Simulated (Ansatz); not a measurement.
Input for Ansatz (plane-wave DFT, PAW):

```yaml
crystal:
  lattice:
    - [1.6501286873, 0.9527022418, 8.1189921733]
    - [-1.6501286873, 0.9527022418, 8.1189921733]
    - [0.0, -1.9054044836, 8.1189921733]
  atoms:
    - { symbol: In, position: [0.0, 0.0, 0.0] }
    - { symbol: In, position: [0.7779430683, 0.7779430683, 0.7779430683] }
    - { symbol: In, position: [0.2220569317, 0.2220569317, 0.2220569317] }
basis:
  ecutwfc: 500
kpoints:
  mp_grid: { grid: [15, 15, 15] }
hamiltonian:
  xc: r2scan
scf:
  occupations: { method: gaussian, width: 0.1 }
output:
  forces: true
  stress: true
  eigenvalues: true
relax:
  adjacent_minimum: "off"
  f_tol: 0.01
  max_steps: 30
  cell: { stress_tol: 0.1, fix: [volume] }
```

Run as
```bash
ansatz run input.yaml --threads 1 --pin off --max-ram 2560MiB --backend cpu --events-out ev --progress --plain --runs-dir out
```

The calculation used DFT r2SCAN, scalar-relativistic, plane waves, PAW (Ansatz).

From the run's log, abridged (iterations and final results):

```
SCF iter   1: F=—  HF=-16835.413352 eV  |F-HF|=—  |Δ(HF+E_count)|=         —  Δρ=8.25e-3  dr2=2.86e-2  dr2_τ=4.28e-3  ethr=1.77e-3  ⟨swp⟩=5.6  Hψ=37776  notcnv=0
SCF iter   2: F=—  HF=-16835.425937 eV  |F-HF|=—  |Δ(HF+E_count)|=   1.26e-2  Δρ=3.52e-3  dr2=5.51e-3  dr2_τ=2.36e-4  ethr=7.33e-5  ⟨swp⟩=2.9  Hψ=18858  notcnv=0  defer=180
SCF iter   3: F=—  HF=-16835.425929 eV  |F-HF|=—  |Δ(HF+E_count)|=   7.96e-6  Δρ=7.80e-4  dr2=4.54e-4  dr2_τ=5.29e-6  ethr=1.41e-5  ⟨swp⟩=3.0  Hψ=14810  notcnv=0  defer=180
SCF iter   4: F=—  HF=-16835.426177 eV  |F-HF|=—  |Δ(HF+E_count)|=   2.48e-4  Δρ=2.38e-4  dr2=6.11e-5  dr2_τ=5.48e-7  ethr=1.16e-6  ⟨swp⟩=2.9  Hψ=14868  notcnv=0  defer=180
SCF iter   5: F=—  HF=-16835.426213 eV  |F-HF|=—  |Δ(HF+E_count)|=   3.60e-5  Δρ=6.77e-5  dr2=3.58e-6  dr2_τ=7.67e-8  ethr=1.57e-7  ⟨swp⟩=2.1  Hψ=14721  notcnv=0  defer=180
SCF iter   6: F=—  HF=-16835.426216 eV  |F-HF|=—  |Δ(HF+E_count)|=   2.97e-6  Δρ=1.93e-5  dr2=2.28e-7  dr2_τ=2.35e-9  ethr=9.19e-9  ⟨swp⟩=2.0  Hψ=14706  notcnv=0  defer=180
SCF iter   7: F=-16835.426217 eV  HF=-16835.426217 eV  |F-HF|=2.18e-8  |Δ(HF+E_count)|=   2.93e-7  Δρ=5.38e-6  dr2=1.93e-8  dr2_τ=3.29e-10  ethr=2.56e-10  ⟨swp⟩=7.8  Hψ=36670  notcnv=0
SCF 1 converged in 7 iterations: F = -16835.426217 eV  dr2 = 1.93e-8
relax step   1: F+E_penalty+E_count = -16835.42621655 eV  Δ(F+E_penalty+E_count) = +0.000e0 eV  max|allowed force component| = 1.217e-2 eV/Å  Δτ_max = 0.0000 Å  P = +1.363 GPa  Ω = 76.582 Å³  fix = [volume]  reactions: volume +1.363 GPa (7 SCF iters, dr2 threshold 1.00e-7 eV, accepted)
Initial density: handed on by an earlier stage of this run
Initial wavefunctions: those handed on with the density
SCF iter   1: F=—  HF=-16835.425752 eV  |F-HF|=—  |Δ(HF+E_count)|=         —  Δρ=1.87e-4  dr2=9.34e-5  dr2_τ=4.52e-4  ethr=2.25e-7  ⟨swp⟩=2.1  Hψ=43918  notcnv=0
SCF iter   2: F=—  HF=-16835.426295 eV  |F-HF|=—  |Δ(HF+E_count)|=   5.43e-4  Δρ=8.40e-5  dr2=3.90e-6  dr2_τ=4.88e-7  ethr=2.25e-7  ⟨swp⟩=2.1  Hψ=14823  notcnv=0
SCF iter   3: F=—  HF=-16835.426297 eV  |F-HF|=—  |Δ(HF+E_count)|=   1.39e-6  Δρ=6.03e-5  dr2=2.39e-6  dr2_τ=3.92e-8  ethr=1.00e-8  ⟨swp⟩=2.0  Hψ=9801  notcnv=0
SCF iter   4: F=—  HF=-16835.426298 eV  |F-HF|=—  |Δ(HF+E_count)|=   1.45e-6  Δρ=1.52e-5  dr2=1.74e-7  dr2_τ=2.61e-9  ethr=6.13e-9  ⟨swp⟩=2.5  Hψ=14388  notcnv=0
SCF iter   5: F=—  HF=-16835.426298 eV  |F-HF|=—  |Δ(HF+E_count)|=   1.02e-7  Δρ=4.54e-6  dr2=7.78e-8  dr2_τ=3.76e-10  ethr=4.45e-10  ⟨swp⟩=2.0  Hψ=9803  notcnv=0
SCF iter   6: F=—  HF=-16835.426298 eV  |F-HF|=—  |Δ(HF+E_count)|=   1.23e-9  Δρ=2.43e-6  dr2=1.96e-8  dr2_τ=1.36e-10  ethr=1.99e-10  ⟨swp⟩=1.8  Hψ=8846  notcnv=0
SCF iter   7: F=-16835.426298 eV  HF=-16835.426298 eV  |F-HF|=4.43e-9  |Δ(HF+E_count)|=   1.88e-9  Δρ=1.39e-6  dr2=6.27e-9  dr2_τ=1.86e-11  ethr=2.37e-11  ⟨swp⟩=4.1  Hψ=24371  notcnv=0
SCF 2 converged in 7 iterations: F = -16835.426298 eV  dr2 = 6.27e-9
relax step   2: F+E_penalty+E_count = -16835.42629820 eV  Δ(F+E_penalty+E_count) = -8.165e-5 eV  max|allowed force component| = 3.626e-4 eV/Å  Δτ_max = 0.0030 Å  P = +1.357 GPa  Ω = 76.582 Å³  energy of the carried Pulay correction = +7.319e-16 eV  fix = [volume]  reactions: volume +1.357 GPa (7 SCF iters, dr2 threshold 9.26e-9 eV, accepted)
Initial wavefunctions: pseudopotential atomic-orbital guess (no wavefunctions were taken with the density)
SCF iter   1: F=—  HF=-16835.426300 eV  |F-HF|=—  |Δ(HF+E_count)|=         —  Δρ=1.89e-6  dr2=6.51e-9  dr2_τ=8.97e-10  ethr=1.54e-7  ⟨swp⟩=3.5  Hψ=59815  notcnv=0
SCF iter   2: F=—  HF=-16835.426299 eV  |F-HF|=—  |Δ(HF+E_count)|=   1.27e-6  Δρ=1.20e-6  dr2=2.85e-9  dr2_τ=6.93e-11  ethr=1.67e-11  ⟨swp⟩=2.6  Hψ=18248  notcnv=0
SCF iter   3: F=—  HF=-16835.426299 eV  |F-HF|=—  |Δ(HF+E_count)|=  5.09e-11  Δρ=5.76e-7  dr2=6.25e-10  dr2_τ=2.84e-11  ethr=7.30e-12  ⟨swp⟩=2.7  Hψ=15010  notcnv=0
SCF iter   4: F=-16835.426299 eV  HF=-16835.426299 eV  |F-HF|=5.09e-11  |Δ(HF+E_count)|=  1.46e-11  Δρ=4.21e-7  dr2=1.02e-10  dr2_τ=9.42e-12  ethr=1.00e-12  ⟨swp⟩=3.8  Hψ=39002  notcnv=0
SCF 3 converged in 4 iterations: F = -16835.426299 eV  dr2 = 1.02e-10
SCF converged after 4 iterations
Free energy (F): -16835.426299 eV
Harris-Foulkes:  -16835.426299 eV  (|F-HF|=5.09e-11)
Internal energy: -16835.420247 eV  (E = F + TS)
E sigma→0 (E₀):  -16835.423273 eV
Entropy (-TS):   -0.006051 eV (-2.017 meV/atom)
Fermi energy:    10.572274 eV
--- Per-component energies (eV) ---
  E_band       = -80.107168
  E_kinetic    = 724.696850
  E_local      = -3185.866591  (includes V_loc(G=0)·N_el)
  E_nonlocal   = 1099.801790
  E_hartree    = 1253.213543
  E_xc         = -605.042707
  E_vxc        = -323.614882  (∫ρ·V_xc dr)
  E_paw        = -12544.533614  (= ΣΔE_a)
  E_vpaw       = -924.529781  (= ΣTr[D̂ρ^β])
  E_aug_tail   = 0.000023  (compensation charges beyond the density's cutoff)
  E_vtau       = 22.977858  (kinetic-family band-sum trace: ∫τ·v_τ [+ j·A + Jᵃ·Aᵃ] dr)
  E_ewald      = -3580.586179
  E_core_change = 2.896638  (= ΣΔE_core)
  E_smearing   = -0.006051  (= −TS)
--- Forces (eV/Å), atoms counted from 1 ---
  atom   1  In     0.00000000     0.00000000     0.00000000
  atom   2  In     0.00000000     0.00000000     0.00036867
  atom   3  In     0.00000000     0.00000000    -0.00036867
--- Stress (GPa, compression-positive) ---
        1.329386       0.000000       0.000000
        0.000000       1.329386       0.000000
        0.000000       0.000000       1.412543
  P = ⅓ Tr σ = 1.3571 GPa (13.571 kbar)
--- Band table (eV; the first three rows and the last of 344) ---
  k-point 0: bands = ["-4.8114", "-4.7937", "-4.7461", "-4.7408", "-4.7408", "-4.7048", "-4.7048", "-4.6962", "-4.6962", "-4.5915", "-4.5915", "-4.4380", "-4.4380", "-4.4337", "-4.4337", "0.3443", "3.0066", "3.0082", "11.0998", "11.1014", "20.1290", "20.1290", "20.1984", "20.1984"]
  k-point 1: bands = ["-4.8054", "-4.7909", "-4.7455", "-4.7423", "-4.7280", "-4.7011", "-4.6946", "-4.6910", "-4.6841", "-4.5975", "-4.5954", "-4.4543", "-4.4377", "-4.4370", "-4.4330", "0.4388", "2.9840", "3.2233", "10.9588", "11.4209", "18.6846", "19.3460", "19.4518", "19.8967"]
  k-point 2: bands = ["-4.8085", "-4.7904", "-4.7490", "-4.7291", "-4.6961", "-4.6950", "-4.6806", "-4.6545", "-4.6494", "-4.6105", "-4.5998", "-4.4836", "-4.4555", "-4.4373", "-4.4309", "0.7243", "3.1532", "3.6309", "10.9979", "11.9107", "16.4822", "17.4470", "18.4862", "19.0293"]
  k-point 343: bands = ["-4.8233", "-4.7631", "-4.7592", "-4.7329", "-4.7201", "-4.7144", "-4.7083", "-4.6951", "-4.6814", "-4.5499", "-4.5482", "-4.5277", "-4.5207", "-4.4026", "-4.3887", "1.0642", "1.1235", "6.0682", "6.9590", "16.7446", "17.0158", "18.4236", "19.0982", "20.0837"]
--- Relaxed structure (2 steps of the walk, 2 accepted, 1 SCFs on fresh bases) ---
  F+E_penalty+E_count = -16835.42629853 eV   max|allowed force component| = 3.687e-4 eV/Å   (the final SCF, on the basis selected at the relaxed cell)
  cell:  # Å, volume = 76.5823 Å³
    - [1.64934633, 0.95225054, 8.12669637]
    - [-1.64934633, 0.95225054, 8.12669637]
    - [0.0, -1.90450109, 8.12669637]
  atoms:
    - { symbol: In, position: [0.0, 0.0, 0.0] }
    - { symbol: In, position: [0.77781830, 0.77781830, 0.77781830] }
    - { symbol: In, position: [0.22218169, 0.22218169, 0.22218169] }
```

The relaxation met its thresholds.

It took 3.8 min on 1 thread of Intel(R) Xeon(R) Platinum 8259CL CPU @ 2.50GHz (Skylake/Cascade Lake), on a shared host, peak memory 1.1 GiB.